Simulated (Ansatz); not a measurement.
Input and command of a plane-wave DFT calculation in Ansatz:

```yaml
crystal:
  lattice:
    - [0.0, 1.99955, 2.03]
    - [1.99955, 0.0, 2.03]
    - [1.99955, 1.99955, 0.0]
  atoms:
    - { symbol: W, position: [0.0, 0.0, 0.0] }
basis:
  ecutwfc: 420
kpoints:
  mp_grid: { grid: [20, 20, 20] }
hamiltonian:
  xc: pbesol
scf:
  occupations: { method: gaussian, width: 0.15 }
output:
  forces: true
  stress: true
  eigenvalues: true
```

```bash
ansatz run input.yaml --threads 1 --pin off --max-ram 2560MiB --backend cpu --events-out ev --progress --plain --runs-dir out
```

Processor: Intel(R) Xeon(R) Processor @ 2.50GHz (Skylake/Cascade Lake), 1 thread, on a host shared with other jobs.

Question: How long does it run, and how much memory does it take?

Answer: About 13 s on 1 thread of Intel(R) Xeon(R) Processor @ 2.50GHz (Skylake/Cascade Lake) (shared host), peak memory 0.41 GiB. It solves 11 bands at 641 k points (the mesh reduced by symmetry) with about 331 plane waves, in 6 SCF iterations.
